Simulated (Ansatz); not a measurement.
## Computed properties of Zn3In2O6

Zn₃In₂O₆:
```
Zn3In2O6
1.0
    5.84061     0.00000     0.00000
    0.00000     6.75295     0.00000
   -1.93741     0.00000    13.97763
Zn In O
12 8 24
Direct
  0.86564   0.00085   0.59020
  0.13436   0.99915   0.40980
  0.13436   0.50085   0.40980
  0.86564   0.49915   0.59020
  0.74014   0.50348   0.21381
  0.25986   0.49652   0.78619
  0.25986   0.00348   0.78619
  0.74014   0.99652   0.21381
  0.76905   0.25000   0.78686
  0.23095   0.75000   0.21314
  0.35470   0.75000   0.59070
  0.64530   0.25000   0.40930
  0.00000   0.00000   0.00000
  0.00000   0.50000   0.00000
  0.36927   0.25000   0.59819
  0.63073   0.75000   0.40181
  0.24669   0.25000   0.23354
  0.75331   0.75000   0.76646
  0.50162   0.25000   0.00148
  0.49838   0.75000   0.99852
  0.42325   0.25000   0.75098
  0.57675   0.75000   0.24902
  0.30433   0.25000   0.40130
  0.69567   0.75000   0.59870
  0.19406   0.25000   0.07995
  0.80594   0.75000   0.92005
  0.30803   0.00313   0.92681
  0.69197   0.99687   0.07319
  0.69197   0.50313   0.07319
  0.30803   0.49687   0.92681
  0.92379   0.48611   0.74475
  0.07621   0.51389   0.25525
  0.07621   0.98611   0.25525
  0.92379   0.01389   0.74475
  0.18807   0.99691   0.57229
  0.81193   0.00309   0.42771
  0.81193   0.49691   0.42771
  0.18807   0.50309   0.57229
  0.81215   0.25000   0.92744
  0.18785   0.75000   0.07256
  0.39170   0.75000   0.74642
  0.60830   0.25000   0.25358
  0.69984   0.25000   0.57173
  0.30016   0.75000   0.42827
```

Space group P2_1/m (No. 11); conventional cell a = 5.841 Å, b = 6.753 Å, c = 14.111 Å, α = γ = 90.00°, β = 97.89°.

Method: plane-wave PAW r²SCAN (Ansatz code). Geometry: relaxed at this level of theory. Other levels are named where they apply.

**Cell and energy**

- Volume per atom: 12.53 Å³
- Density: 6.29 g/cm³
- Formation energy from the elements (no fitted shifts): -1.67 eV/atom

**Electronic structure**

- Band gap = 1.21 eV (smallest direct gap 1.21 eV)
- Valence-band maximum = at B (k = 0.000, 0.000, 0.500 in fractions of the reciprocal vectors)
- Conduction-band minimum = at Γ
- Electron effective mass = 0.19, 0.19, 0.22 mₑ (principal values)
- HSE06 gap on the r²SCAN cell = 2.40 eV

**Mechanics**

* **Elastic constants (relaxed ions, GPa)**: C11 = 234, C22 = 237, C33 = 141, C12 = 148, C13 = 115, C23 = 115, C44 = 48.0, C55 = 47.8, C66 = 43.7, C15 = 5.8, C25 = -5.2, C35 = -0.5, C46 = -5.7
* **Mechanical stability**: stable (all eigenvalues of C positive)
* **Hill bulk and shear moduli**: 143 and 42.2 GPa
* **Young's modulus**: 115 GPa
* **Poisson's ratio**: 0.37
* **Debye temperature from the elastic constants**: 374 K

**Charges**

Bader charges: Zn +1.30 to +1.33, In +1.87 to +1.95, O -1.31 to -1.29 e

The workflow started from a Materials Project entry (that database holds measured and hypothetical structures alike); the Crystallography Open Database copy checked does not list it. Whether it is the stable phase at ambient conditions was not checked. Symmetry was held in the r²SCAN relaxation; its stability against distortions is not shown here. The references are the lowest solids computed at this level, not always the standard phases (solids in place of the gases). Scalar-relativistic: spin–orbit coupling is off unless named, which matters more the heavier the elements.

Potentials: the earlier of the program's two PAW sets.
